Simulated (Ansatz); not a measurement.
Given:

Mg₃ZnO₄ in space group Pm-3m (No. 221; Mg on 3c, Zn on 1a, O on 3d, O on 1b), a = b = c = 4.175 Å, α = β = γ = 90.00°.

This is the LDA-relaxed structure.

Question: All from the program Ansatz at the LDA level (PAW), unless another level is named. Estimate the vibrational entropy at 300 K.

Answer: 15.8 J/(K·mol of atoms).

Question: Next, the bulk modulus (Birch–Murnaghan fit)?

Answer: 181 GPa.

Question: And the highest zone-centre frequency (without LO–TO term)?

Answer: 530 cm^-1.

The first step of the workflow began from a Materials Project structure, measured or hypothetical; the Crystallography Open Database copy checked does not list it. With Mg and Zn taken as one species the cell has the higher symmetry Fm-3m, so it may be an ordered model of a mixed-site phase. Its standing as an ambient phase is unchecked. Symmetry was held in the LDA relaxation; phonons on a q-mesh show no instability.

Potentials: the later of the program's two PAW sets.
